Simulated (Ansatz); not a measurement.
## Is this In₄Sb₃As structure a true minimum?

The structure comes from a generated guess, relaxed at this level; another structure or a mixture of phases may lie lower.

The calculation used DFT PBE, scalar-relativistic, plane waves, PAW in Ansatz. Cutoff 420 eV; k points 6×6×6 on the computed 8-atom cell (Γ-centred); Gaussian smearing, width 0.10 eV; no spin polarisation.

The cell below (8 atoms, space group P-43m (No. 215)) is relaxed within its symmetry.

```
CELL_PARAMETERS angstrom
6.52618 0.00000 0.00000
0.00000 6.52618 0.00000
0.00000 0.00000 6.52618
ATOMIC_POSITIONS crystal
In 0.24167 0.75833 0.24167
In 0.24167 0.24167 0.75833
In 0.75833 0.75833 0.75833
In 0.75833 0.24167 0.24167
Sb 0.00000 0.50000 0.50000
Sb 0.50000 0.50000 0.00000
Sb 0.50000 0.00000 0.50000
As 0.00000 0.00000 0.00000
```

For the test it was strained at random (σ = 1.5 % a component), the atoms were moved at random (σ = 0.15 Å), and all was relaxed again on a coarse 4×4×4 mesh (in the run’s order of axes) with 0.20 eV smearing, with no symmetry imposed.

These runs have no spin–orbit coupling, which can matter for Sb.

**Question.** What happens?

**Answer.** It returns, within 1 meV/atom of the unmoved cell on that mesh and with the same symmetry when read at 0.1 Å (Cm at 0.01 Å, so small strains and shifts remain). So it is stable against the distortions that fit this cell and that this random move excites. Modes that don't fit the cell aren't tested.
